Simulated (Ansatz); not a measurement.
All numbers below come from DFT PBE, scalar-relativistic, plane waves, PAW (Ansatz 0.2.0). Settings: cutoff 420 eV, Γ-centred meshes spaced at most about 0.3 Å⁻¹, and about 0.25 Å⁻¹ or finer for metals (2π included), Gaussian smearing. No spin polarisation in the final relaxations.

All energies are static (0 K, no zero-point motion). All come from trial cells, and lower structures may exist.

Problem. Order these relaxed structures of Sn2Bi2S by energy, lowest first, with the energy over the lowest of them.
A.

```xyz
5
Lattice="5.4378 0.0000 0.0000 0.0000 5.4378 0.0000 0.0000 0.0000 8.4155" Properties=species:S:1:pos:R:3 pbc="T T T"
Sn    2.7189    0.0000    0.0000
Sn    0.0000    2.7189    0.0000
Bi    2.7189    2.7189    5.6500
Bi    2.7189    2.7189    2.7655
S     2.7189    2.7189    0.0000
```

B.

```xyz
5
Lattice="5.5057 0.0000 0.0000 -2.7529 4.7681 0.0000 0.0000 0.0000 8.2127" Properties=species:S:1:pos:R:3 pbc="T T T"
Sn    0.0000    0.0000    2.4395
Sn    0.0000    0.0000    5.7732
Bi    0.0000    3.1787    4.1063
Bi    2.7529    1.5894    4.1063
S     0.0000    0.0000    0.0000
```

C.

```xyz
5
Lattice="4.2992 0.0000 0.0000 -2.1496 3.7232 0.0000 0.0000 0.0000 9.1981" Properties=species:S:1:pos:R:3 pbc="T T T"
Sn    0.0000    2.4821    5.5118
Sn    2.1496    1.2411    3.6863
Bi    0.0000    2.4821    1.7603
Bi    2.1496    1.2411    7.4378
S     0.0000    0.0000    0.0000
```

D.

```xyz
5
Lattice="5.2598 0.0000 0.0000 -2.6299 4.5551 0.0000 0.0000 0.0000 8.5521" Properties=species:S:1:pos:R:3 pbc="T T T"
Sn    0.0000    3.0368    4.2761
Sn    2.6299    1.5184    4.2761
Bi    0.0000    0.0000    6.0087
Bi    0.0000    0.0000    2.5434
S     0.0000    0.0000    0.0000
```

Solution. C (0 meV/atom), B (134 meV/atom), D (190 meV/atom), A (570 meV/atom). Forms: C P-3m1; B P6/mmm; D P6/mmm; A P4/mmm. Counting Bi or Sn atoms around S (for each partner element, those within 1.25 times its shortest distance or 1.15 times the sum of covalent radii, where it is the nearest in units of that sum or under 1.3; the shortest distance is added where it exceeds 1.18 times the sum of covalent radii): C has S 6 from 3.0 Å; B has S 2; D has S 2; A has S 6. Even the lowest lies +0.07 eV/atom against the elements.

Spin–orbit coupling, which can matter for Bi, is left out. Cells relaxed within their symmetry can be saddle points. Some structure types and database cells were kept out of the candidates from the start, so a known form may be missing.
